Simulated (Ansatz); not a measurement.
GaSb:
```yaml
crystal:
  lattice:
    - [-1.60530, 2.54701, 2.84735]
    - [1.60530, -2.54701, 2.84735]
    - [1.60530, 2.54701, -2.84735]
  atoms:
    - { symbol: Ga, position: [0.00000, 0.00000, 0.00000] }
    - { symbol: Sb, position: [0.50000, 0.50000, 0.00000] }
```

Relaxed with r²SCAN. Special points in fractions of this cell's reciprocal vectors: Γ (0.000, 0.000, 0.000); X (0.500, 0.500, -0.500); F2 (0.329, 0.671, -0.329); Σ0 (-0.329, 0.329, 0.329); Y0 (0.450, -0.450, 0.450); U0 (0.550, 0.450, -0.450); R (0.000, 0.500, 0.000); W (0.250, 0.250, 0.250); S (0.500, 0.000, 0.000); T (0.000, 0.000, 0.500).

List the band energies nearest the Fermi level at these points for r²SCAN (plane waves, PAW; program Ansatz).

In eV from the Fermi level; about four levels below and three above (degenerate sets whole), none deeper than 8.9 eV; points with the same levels are listed once.

```csv
k,below,above
Γ,-2.40 -2.28 -1.60,3.99 4.76 6.75
X,-5.92 -5.56 -5.11,2.25 6.51 10.58
F2,-5.60 -3.94 -3.14 -2.98,4.39 5.11 7.83
Y0,-6.53 -5.50 -4.27,2.32 6.57 10.31
R,-6.78 -1.79 -0.52 -0.16,0.99 3.05 3.76
W,-8.37 -5.55 -4.89 -3.76,2.91 4.15 5.52
S,-8.59 -0.07,1.69 3.10 3.60
T,-5.54 -3.25 -2.47 -2.24,3.53 4.76 7.76
```

Space group Immm. The first step of the workflow began from a Materials Project structure, measured or hypothetical; the Crystallography Open Database copy checked does not list it. It is not the phase usual at ambient conditions (space group No. 216). The cell was relaxed with r²SCAN under the symmetry of its start; phonons show weakly imaginary modes. Scalar-relativistic: spin–orbit coupling is off unless named, which matters more the heavier the elements.

Potentials: the later of the program's two PAW sets.
